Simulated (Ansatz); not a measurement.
The cell is In3GaP4, ordered on the zincblende lattice (Amm2) with 8 atoms a cell; cell and atoms were relaxed with r2SCAN. Space group Amm2 (No. 38), orthorhombic; conventional cell a = 4.094 Å, b = 8.198 Å, c = 11.604 Å, 24.34 Å³ an atom. Ga has 4 P at 2.40–2.45 Å; In has 4 P at 2.52–2.58 Å; In has 4 P at 2.51–2.54 Å; P has 2 Ga at 2.45 Å and 2 In at 2.58 Å; P has 1 Ga at 2.40 Å and 3 In at 2.54–2.55 Å; P has 4 In at 2.51–2.52 Å.

```
CELL_PARAMETERS angstrom
4.09447 0.00000 0.00000
0.00000 4.09891 5.80208
0.00000 -4.09891 5.80208
ATOMIC_POSITIONS crystal
Ga 0.00000 0.99960 0.99960
In 0.50000 0.00074 0.49943
In 0.50000 0.49943 0.00074
In 0.00000 0.49934 0.49934
P 0.50000 0.11488 0.11488
P 0.00000 0.11959 0.64147
P 0.00000 0.64147 0.11959
P 0.50000 0.62493 0.62493
```

4 runs of Ansatz 0.2.0 on this cell differ in the functional (and in the settings that go with it). Levels are in eV from each run's valence top; v1 is the last filled band, c1 the first empty one.

Run A, mean stress -0.1 GPa (compression positive):

| point | v4 | v3 | v2 | v1 | c1 | c2 |
| --- | --- | --- | --- | --- | --- | --- |
| Γ | -0.94 | -0.06 | -0.06 | 0.00 | 1.37 | 2.16 |
| Y | -1.43 | -1.42 | -1.18 | -1.02 | 2.82 | 3.03 |
| C₀ | -1.56 | -1.52 | -1.36 | -0.62 | 2.85 | 3.58 |
| Z | -3.12 | -3.06 | -1.35 | -1.02 | 3.50 | 4.08 |

Run B, mean stress -0.3 GPa (compression positive):

| point | v4 | v3 | v2 | v1 | c1 | c2 |
| --- | --- | --- | --- | --- | --- | --- |
| Γ | -0.96 | -0.07 | -0.06 | 0.00 | 2.03 | 2.83 |
| Y | -1.46 | -1.45 | -1.21 | -1.04 | 3.50 | 3.71 |
| C₀ | -1.55 | -1.55 | -1.39 | -0.62 | 3.53 | 4.26 |
| Z | -3.18 | -3.12 | -1.38 | -1.04 | 4.19 | 4.77 |

Run C, mean stress +1.8 GPa (compression positive):

| point | v4 | v3 | v2 | v1 | c1 | c2 |
| --- | --- | --- | --- | --- | --- | --- |
| Γ | -0.86 | -0.07 | -0.05 | 0.00 | 0.57 | 1.41 |
| Y | -1.31 | -1.31 | -1.08 | -0.93 | 2.05 | 2.30 |
| C₀ | -1.46 | -1.38 | -1.25 | -0.56 | 2.07 | 2.83 |
| Z | -2.88 | -2.82 | -1.24 | -0.93 | 2.66 | 3.21 |

Run D, mean stress 0.0 GPa (compression positive):

| point | v4 | v3 | v2 | v1 | c1 | c2 |
| --- | --- | --- | --- | --- | --- | --- |
| Γ | -0.89 | -0.06 | -0.05 | 0.00 | 0.97 | 1.76 |
| Y | -1.36 | -1.35 | -1.12 | -0.97 | 2.32 | 2.57 |
| C₀ | -1.50 | -1.43 | -1.29 | -0.58 | 2.35 | 3.12 |
| Z | -2.97 | -2.91 | -1.29 | -0.97 | 3.00 | 3.58 |

**Question.** Match the runs to PBE, r2SCAN, HSE06, PBE0.

**Answer.** A is HSE06, B is PBE0, C is PBE, D is r2SCAN. In order of the gap: PBE 0.57, r2SCAN 0.97, HSE06 1.37, PBE0 2.03 eV.

Values at 0 K without nuclear motion; spin polarisation is off, and the phase may be a hypothetical one.

Spin-orbit coupling is left out, which matters wherever the heavy atoms make up the band edges.

The stress of a hybrid is loosely converged in these runs.

The meshes of the hybrids are coarse, so their gaps aren't converged to the digits shown.
